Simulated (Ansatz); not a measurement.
Property card for InP

InP:
```
CELL_PARAMETERS angstrom
      7.17499     0.00000     0.00000
      0.00000     7.17499     0.00000
      0.00000     0.00000     4.16341
ATOMIC_POSITIONS crystal
  In 0.32181 0.67819 0.00000
  In 0.67819 0.32181 0.00000
  In 0.82181 0.82181 0.50000
  In 0.17819 0.17819 0.50000
  P  0.31930 0.31930 0.00000
  P  0.68070 0.68070 0.00000
  P  0.18070 0.81930 0.50000
  P  0.81930 0.18070 0.50000
```

Space group P4_2/mnm (No. 136); conventional cell a = b = 7.1750 Å, c = 4.1634 Å, α = β = γ = 90.00°.

Method: plane-wave PAW PBEsol (Ansatz code). Geometry: relaxed at this level of theory. Other levels are named where they apply.

### Cell and energy

```json
{
 "volume_per_atom": "26.79 Å³",
 "density": "4.52 g/cm³",
 "Formation energy from the elements (no fitted shifts)": "-0.14 eV/atom"
}
```

### Electronic structure

```json
{
 "band_gap": "0.71 eV (smallest direct gap 0.71 eV)",
 "valence_band_maximum": "on the M–Γ line, 92 % of the way from M",
 "conduction_band_minimum": "at Γ",
 "electron_effective_mass": "0.056, 0.061, 0.061 mₑ (principal values)",
 "Electron effective mass with spin–orbit coupling": "0.056, 0.061, 0.061 mₑ (principal values)",
 "hole_effective_mass": "0.20, 1.1, 1.5 mₑ (principal values)",
 "Hole effective mass with spin–orbit coupling": "0.12, 0.12, 1.1 mₑ (principal values)",
 "HSE06 gap on the PBEsol cell": "1.58 eV",
 "Gap with spin–orbit coupling": "0.68 eV"
}
```

### Mechanics

```json
{
 "Bulk modulus (Birch–Murnaghan fit)": "60.4 GPa",
 "Pressure derivative B′": "4.4",
 "Elastic constants (relaxed ions, GPa)": "C11 = 78.6, C12 = 52.7, C13 = 43.6, C33 = 119, C44 = 24.0, C66 = 24.8",
 "mechanical_stability": "stable (all eigenvalues of C positive)",
 "hill_bulk_and_shear_moduli": "61.2 and 22.5 GPa",
 "Young's modulus": "60.2 GPa",
 "Poisson's ratio": "0.34",
 "debye_temperature_from_the_elastic_constants": "249 K"
}
```

### Dielectric response

```json
{
 "Electronic dielectric constant ε∞ (DFPT)": "10.5 (xx = yy), 10.3 (zz)",
 "Born charges (a third of the trace)": "In +2.37, P -2.37 e"
}
```

### Phonons

```json
{
 "Highest zone-centre frequency (without LO–TO term)": "342 cm^-1",
 "zone_centre_stability": "no imaginary mode at Γ"
}
```

The start of the workflow was typed in or built on a structure type; neither database checked (COD, Materials Project) lists it. It is not the phase usual at ambient conditions (space group No. 216). The PBEsol relaxation kept the symmetry of its start. The volume moved by 20 % from the start of the relaxation. The references are the lowest solids computed at this level, not always the standard phases. Scalar-relativistic: spin–orbit coupling is off unless named, which matters more the heavier the elements.

Potentials: the earlier of the program's two PAW sets. The files were generated under PBE; for other functionals the program regenerates the frozen cores, and for LDA and PBEsol the local potential too.
